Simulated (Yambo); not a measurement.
```
CELL_PARAMETERS angstrom
      0.00000     2.14587     2.14587
      2.14587     0.00000     2.14587
      2.14587     2.14587     0.00000
ATOMIC_POSITIONS crystal
  C  0.00000 0.00000 0.00000
  Si 0.75000 0.75000 0.75000
```

Response from Yambo on norm-conserving PBEsol (Quantum ESPRESSO, 82 Ry, scalar-relativistic) bands: 16×16×16 mesh, 15 bands, 4 Ry local-field block, 0.2 eV broadening.

Q: Give the static electronic dielectric constant without and with local fields.

A: 
```csv
field along,"ε(0), independent particles","ε(0), RPA with local fields",refractive index √ε
x,7.20,6.72,2.59
```
Electronic (clamped-ion) response only. PBEsol gaps are usually too small, which raises these values. Convergence of the RPA response with its 16×16×16 mesh was not tested.

Geometry strained from the cell relaxed with PBEsol, atoms relaxed again.
